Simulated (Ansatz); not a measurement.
## Calculated quadrupolar parameters for Mg₂VCr₃S₈

The cell is a Materials Project structure (computed, not necessarily an observed phase), its atoms then relaxed with PBE in this cell.

Space group R-3m:H (No. 166); a = 7.2389, c = 17.7020 Å, γ = 120.00°.

```csv
site,Wyckoff,site symmetry,x,y,z
Mg,6c,3m,0.0000,0.0000,0.8754
V,3b,-3m,0.0000,0.0000,0.5000
Cr,9e,.2/m,0.1667,0.3333,0.3333
S7,6c,3m,0.0000,0.0000,0.7368
S8,18h,.m,0.8503,0.7006,0.4118
```

One atom of each set is listed; the run and its k-mesh use a cell of 14 atoms with edges of 7.23, 7.23, 7.23 Å.

Level of theory: DFT, PBE, plane waves and PAW, scalar-relativistic, collinear spin, 420 eV cutoff, Γ-centred 6×6×6 k-points, Fermi–Dirac smearing 0.05 eV (Ansatz 0.2.0). Start moments as typed (μB): 2 on each V, 3 on each Cr, none on the rest.

V_zz is the principal component of the electric field gradient with the largest magnitude, η = (V_xx − V_yy)/V_zz and C_Q = eQV_zz/h.

Mg-25: I = 5/2, Q = 199.4 mb; ⁵¹V: I = 7/2, Q = -52.00 mb; ⁵³Cr: I = 3/2, Q = -150.0 mb; 33S: I = 3/2, Q = -69.40 mb. Quadrupole moments are those of Pyykkö's year-2017 table.

```tsv
site	atoms	first shell	V_zz (10²¹ V/m²)	η	C_Q (MHz)
Mg	2	4 S at 2.44–2.45 Å	<0.005	–	≈0
V	1	6 S at 2.44 Å	-3.26	0.00	4.10
Cr	3	6 S at 2.43 Å	-1.00	0.13	3.63
S7	2	3 Cr at 2.43 Å, 1 Mg at 2.45 Å	-0.42	0.00	0.699
S8	6	2 Cr at 2.43 Å, 1 V at 2.44 Å, 1 Mg at 2.44 Å	-2.20	0.50	3.69
```

An axis of threefold or higher order runs through V and S7, so V_zz lies along it and η is zero. At S8 V_zz points along its one bond to V (within 7°).

With no gap above 0.1 eV, as in a metal, the gradients converge slowly in k; expect changes of a tenth or more on a denser mesh. Semilocal functionals can leave a metal where correlation in the d or f shell opens a gap in the real compound, and that would change the values at and beside Cr and V. All moments are parallel here, as the start or the cell imposes; many such compounds order antiparallel, where fields and spin densities carried over to other atoms largely cancel. The magnetic order is the one that the run reached from its start moments, not necessarily the measured one.

The relaxation (2 steps) took 2.1 min of wall time (2.1 min of CPU time) and 1.7 GiB at its peak, on 1 thread of AMD EPYC 9R45 96-Core Processor (Zen 5) (x86_64; 44 cores open to the job, memory cap 3.0 GiB, no GPU), a shared host with a load of 0.6 a core.
